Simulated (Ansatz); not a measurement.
This trial cell of Be4Se3 was written down by chemical analogy (P-4m2, No. 115). Its size is a guess.

```
Be Se
1.0
     3.60000    0.00000    0.00000
     0.00000    3.60000    0.00000
     0.00000    0.00000    8.60000
Be Se
4 3
Direct
  0.00000 0.50000 0.55000
  0.00000 0.50000 0.15000
  0.50000 0.00000 0.85000
  0.50000 0.00000 0.45000
  0.50000 0.50000 0.70000
  0.00000 0.00000 0.00000
  0.50000 0.50000 0.30000
```

These are results of Ansatz 0.2.0, DFT PBE, scalar-relativistic, plane waves, PAW, not measurements. Cutoff 420 eV, Gaussian smearing, Γ-centred meshes. Cell and atoms relax first on a coarse mesh, the cell is then made exact in the group found at 0.06 to 0.08 Å, and last on a converged mesh; the steps can't lower the symmetry of their start. No spin polarisation.

A guess keeps its type if space group and coordination stay and the shape of the cell changes little (axis ratios within about 15 %, angles within 6°); the volume may change.

Problem. Does it keep its structure type, or change into something else?

Solution. It keeps its type. The symmetry stays P-4m2 (No. 115). The volume per atom grows by 3.9 %, from 15.9 to 16.5 Å³. The shortest distance stays 2.21 Å (Be–Se). The ratio c/a of the conventional cell changes by a factor of 1.11. Counting neighbours within 15 % of an atom's shortest distance, the start has Be 2/4, Se 4 and the end Be 2/4, Se 4.

The last run used a 10×10×4 mesh (in the run's order of axes) for its 7-atom cell and Gaussian smearing of 0.02 eV. No dispersion correction is applied, so the spacing and binding between layers, chains or molecules are poorly described. A later test with randomly moved atoms led to a structure 53 meV/atom lower, so this end is a saddle point or a shallow minimum. Another cell of the same search, in C2, lies 53 meV/atom lower, so this cell isn't the stable form at this level.

In counts of neighbours, a slash parts the counts of unlike sites.
